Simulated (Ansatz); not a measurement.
KTl₂CrF₆:
```
CELL_PARAMETERS angstrom
      0.00000     4.45345     4.45345
      4.45345     0.00000     4.45345
      4.45345     4.45345     0.00000
ATOMIC_POSITIONS crystal
  K  0.50000 0.50000 0.50000
  Cr 0.00000 0.00000 0.00000
  Tl 0.25000 0.25000 0.25000
  Tl 0.75000 0.75000 0.75000
  F  0.78534 0.21466 0.21466
  F  0.21466 0.78534 0.78534
  F  0.21466 0.78534 0.21466
  F  0.78534 0.21466 0.78534
  F  0.21466 0.21466 0.78534
  F  0.78534 0.78534 0.21466
```
The run is spin-polarised; directions of the spins, atom by atom: 0 ↑ 0 0 0 0 0 0 0 0.

Relaxed with HSE06. Special points in fractions of this cell's reciprocal vectors: Γ (0.000, 0.000, 0.000); X (0.500, 0.000, 0.500); U (0.625, 0.250, 0.625); K (0.375, 0.375, 0.750); L (0.500, 0.500, 0.500); W (0.500, 0.250, 0.750).

Task: List the band energies nearest the valence-band maximum at these points for DFT-HSE06 in the program Ansatz with PAW potentials.

Result: In eV from the valence-band maximum; about four levels below and three above (degenerate sets whole), none deeper than 8.9 eV; points with the same levels are listed once.

```
k                            below                     above
---  -----------------------------  ------------------------
Γ ↑        -2.47 -0.32 -0.32 -0.32  6.07 6.07 6.45 6.45 6.45
X ↑         -1.34 -0.12 -0.12 0.00            4.54 5.77 5.77
U ↑        -1.48 -0.14 -0.08 -0.04            4.84 5.62 5.87
L ↑        -1.52 -0.20 -0.20 -0.02            5.99 6.07 6.07
W ↑  -1.61 -1.61 -0.12 -0.06 -0.06            5.05 5.10 6.16
Γ ↓        -2.46 -2.43 -2.43 -2.43            6.14 6.14 6.14
X ↓  -2.67 -2.67 -2.42 -1.57 -1.29            4.64 5.78 5.78
U ↓        -2.61 -2.47 -1.51 -1.36            4.93 5.69 5.98
L ↓  -2.54 -2.54 -2.51 -1.92 -1.48       5.98 6.00 6.62 6.62
W ↓        -2.53 -2.53 -1.41 -1.41       5.13 5.20 6.58 6.58
```

Space group Fm-3m. The workflow started from a Materials Project entry (that database holds measured and hypothetical structures alike); the Crystallography Open Database copy checked does not list it. Its standing as an ambient phase is unchecked. The cell was relaxed with HSE06 under the symmetry of its start; its stability against distortions is not shown here. The final state is ferromagnetic, chosen from 3 collinear starts compared on coarse meshes with r²SCAN (ties went to the first, and starts can fall back to one state), not a proven ground state. Other orbital occupations within this spin state were not tried. The hybrid was solved on a coarse mesh, the path and, where they were found, the r²SCAN edge points; its band edges are the extreme levels among these. Spin–orbit coupling is left out wherever it is not named.

Potentials: the later of the program's two PAW sets.
